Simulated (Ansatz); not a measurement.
Here is the system:

TiFe:
Space group Pm-3m (No. 221); a = 2.9164 Å, b = 2.9164 Å, c = 2.9164 Å, α = 90.00°, β = 90.00°, γ = 90.00°

| atom | site | symmetry | x | y | z |
|---|---|---|---|---|---|
| Ti | 1b | m-3m | 0.5000 | 0.5000 | 0.5000 |
| Fe | 1a | m-3m | 0.0000 | 0.0000 | 0.0000 |

This is the PBEsol-relaxed structure.

Q: All from the program Ansatz at the PBEsol level (PAW), unless another level is named. Predict the density of states at the Fermi level.

A: 0.21 states/eV per atom (mean over ±0.08 eV).

Q: And the formation energy from the elements (no fitted shifts)?

A: -0.47 eV/atom.

The workflow started from an entry of the Crystallography Open Database (COD). Its standing as an ambient phase is unchecked. The PBEsol relaxation kept the symmetry of its start; of distortions, only those at the zone centre were tested. The workflow began spin-polarised and lost its moments. The references are the lowest solids computed at this level, not always the standard phases.

Potentials: the later of the program's two PAW sets.
